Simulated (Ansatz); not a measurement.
AlGaAs2:
```
CELL_PARAMETERS angstrom
      4.01076     0.00000     0.00000
      0.00000     4.01076     0.00000
      0.00000     0.00000     5.65959
ATOMIC_POSITIONS crystal
  Ga 0.00000 0.00000 0.00000
  As 0.50000 0.00000 0.25024
  Al 0.50000 0.50000 0.50000
  As 0.00000 0.50000 0.74976
```

Relaxed with PBEsol. Independent-particle spectrum: no excitons, no local fields, no scissors shift; 0.1 eV broadening; ε₁ of the summed bands alone.

Question: Tabulate the dielectric function from DFT-PBEsol in the program Ansatz with PAW potentials.

Answer: 

| E (eV) | ε₁ xx | ε₂ xx | ε₁ zz | ε₂ zz |
|---|---|---|---|---|
| 0.0 | 12.12 | 0.00 | 12.11 | 0.00 |
| 0.5 | 12.41 | 0.00 | 12.39 | 0.00 |
| 1.0 | 13.77 | 0.25 | 13.64 | 0.12 |
| 1.5 | 14.48 | 1.35 | 14.65 | 1.36 |
| 2.0 | 17.94 | 2.50 | 18.07 | 2.78 |
| 2.5 | 16.82 | 11.91 | 16.52 | 12.07 |
| 3.0 | 13.57 | 10.36 | 13.32 | 10.43 |
| 3.5 | 17.32 | 11.05 | 16.83 | 10.72 |
| 4.0 | 7.09 | 36.78 | 6.14 | 37.37 |
| 4.5 | -6.49 | 18.86 | -5.76 | 19.63 |
| 5.0 | -5.30 | 11.63 | -5.49 | 11.17 |
| 5.5 | -5.70 | 12.77 | -5.65 | 12.94 |
| 6.0 | -6.39 | 7.41 | -6.31 | 7.50 |
| 6.5 | -5.54 | 5.37 | -5.62 | 5.28 |
| 7.0 | -4.64 | 3.98 | -4.61 | 3.84 |
| 7.5 | -3.99 | 3.06 | -3.75 | 3.06 |
| 8.0 | -3.04 | 2.56 | -3.06 | 2.74 |
| 8.5 | -2.99 | 2.16 | -3.04 | 2.17 |
| 9.0 | -2.44 | 1.59 | -2.44 | 1.56 |
| 9.5 | -2.18 | 1.52 | -2.10 | 1.54 |
| 10.0 | -1.97 | 1.16 | -1.92 | 1.16 |
| 10.5 | -1.68 | 0.91 | -1.65 | 0.93 |
| 11.0 | -1.40 | 0.67 | -1.40 | 0.71 |
| 11.5 | -1.14 | 0.58 | -1.11 | 0.61 |
| 12.0 | -0.93 | 0.48 | -0.94 | 0.52 |

Question: From ε at 1.6 eV (xx: 14.82 + 1.42i), find n, k, the normal reflectivity and the absorption coefficient.

Answer: n = 3.85, k = 0.184, R = 35 %, α = 2kE/ħc = 30000 cm⁻¹.

With all bands, ε∞ without local fields is 12.2 (xx = yy), 12.2 (zz). DFPT, with local fields, gives 11.5 (xx = yy), 11.5 (zz).

Space group P-4m2. The start of the workflow was typed in or built on a structure type; neither database checked (COD, Materials Project) lists it. Whether it is the stable phase at ambient conditions was not checked. The cell was relaxed with PBEsol under the symmetry of its start; its stability against distortions is not shown here. Spin–orbit coupling is left out wherever it is not named.

Potentials: the earlier of the program's two PAW sets. The files were generated under PBE; for other functionals the program regenerates the frozen cores, and for LDA and PBEsol the local potential too.
